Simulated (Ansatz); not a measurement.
WC (WC type, space group P-6m2)

Space group P-6m2 (No. 187); a = 2.9220 Å, b = 2.9220 Å, c = 2.8473 Å, α = 90.00°, β = 90.00°, γ = 120.00°

```json
[
 {"atom": "W", "site": "1a", "symmetry": "-6m2", "x": "0.0000", "y": "0.0000", "z": "0.0000"},
 {"atom": "C", "site": "1f", "symmetry": "-6m2", "x": "0.6667", "y": "0.3333", "z": "0.5000"}
]
```

This relaxed cell (volume V₀) is scaled evenly in all directions, its shape held. Symmetry pins the atoms to their sites.

Calculation: PBE (plane waves to 420 eV, PAW, scalar-relativistic; Ansatz, a first-principles code). k mesh 18×18×16 (Γ-centred), Fermi-Dirac smearing 0.05 eV. Energies are smeared free energies. Spin-orbit coupling is left out, though W is heavy. The PAW data are Ansatz's earlier set. WC is run without spin polarisation. WC was relaxed with its symmetry unable to fall. ΔE is measured from the relaxed starting cell.

### Question
Give the computed ΔE (eV/atom) at V/V₀ = 0.940, 1.015, 1.030, 1.045, 1.060.

### Answer
```csv
V/V₀,ΔE (eV/atom)
0.940,0.051
1.015,0.003
1.030,0.011
1.045,0.024
1.060,0.041
```

(Under strain, the slope of the energy per volume gives the stress and its curvature an elastic modulus.)
